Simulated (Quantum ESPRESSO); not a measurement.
pw.x input (Quantum ESPRESSO 7.5; PBEsol, PseudoDojo standard norm-conserving files, scalar-relativistic):

```
&CONTROL
  calculation = 'scf'
  pseudo_dir = './pseudo'
  outdir = './out'
  tprnfor = .true.
  tstress = .true.
/
&SYSTEM
  ibrav = 0
  nat = 2
  ntyp = 2
  ecutwfc = 84.0
  ecutrho = 336.0
  occupations = 'smearing'
  smearing = 'fd'
  degauss = 0.005
  nbnd = 18
/
&ELECTRONS
  conv_thr = 2e-10
/
ATOMIC_SPECIES
Mg 24.3050 Mg.upf
Au 196.9666 Au.upf
CELL_PARAMETERS angstrom
  3.273540000000   0.000000000000   0.000000000000
  0.000000000000   3.273540000000   0.000000000000
  0.000000000000   0.000000000000   3.273540000000
ATOMIC_POSITIONS crystal
Mg   0.500000000000   0.500000000000   0.500000000000
Au   0.000000000000   0.000000000000   0.000000000000
K_POINTS automatic
14 14 14 0 0 0
```

End of the output:

```
     total energy              =    -413.54328205 Ry
     estimated scf accuracy    <       0.00000008 Ry
     total energy              =    -413.54328204 Ry
     estimated scf accuracy    <       0.00000002 Ry
     total energy              =    -413.54328205 Ry
     estimated scf accuracy    <          1.9E-09 Ry
[...]
     the Fermi energy is    13.9670 ev
!    total energy              =    -413.54328205 Ry
     estimated scf accuracy    <          1.2E-11 Ry
     smearing contrib. (-TS)   =      -0.00060239 Ry
     internal energy E=F+TS    =    -413.54267966 Ry
     The total energy is F=E-TS. E is the sum of the following terms:
     one-electron contribution =    -186.25259598 Ry
     hartree contribution      =      99.28116640 Ry
     xc contribution           =     -65.86881143 Ry
     ewald contribution        =    -260.70243865 Ry
     convergence has been achieved in   9 iterations
     Forces acting on atoms (cartesian axes, Ry/au):
     atom    1 type  1   force =     0.00000000    0.00000000    0.00000000
     atom    2 type  2   force =     0.00000000    0.00000000    0.00000000
     Total force =     0.000000     Total SCF correction =     0.000000
     Computing stress (Cartesian axis) and pressure
          total   stress  (Ry/bohr**3)                   (kbar)     P=      -12.89
  -0.00008764   0.00000000   0.00000000          -12.89        0.00        0.00
   0.00000000  -0.00008764   0.00000000            0.00      -12.89        0.00
   0.00000000   0.00000000  -0.00008764            0.00        0.00      -12.89
```

Spin-orbit coupling is not included.

Geometry of the Materials Project entry, not relaxed at this level.
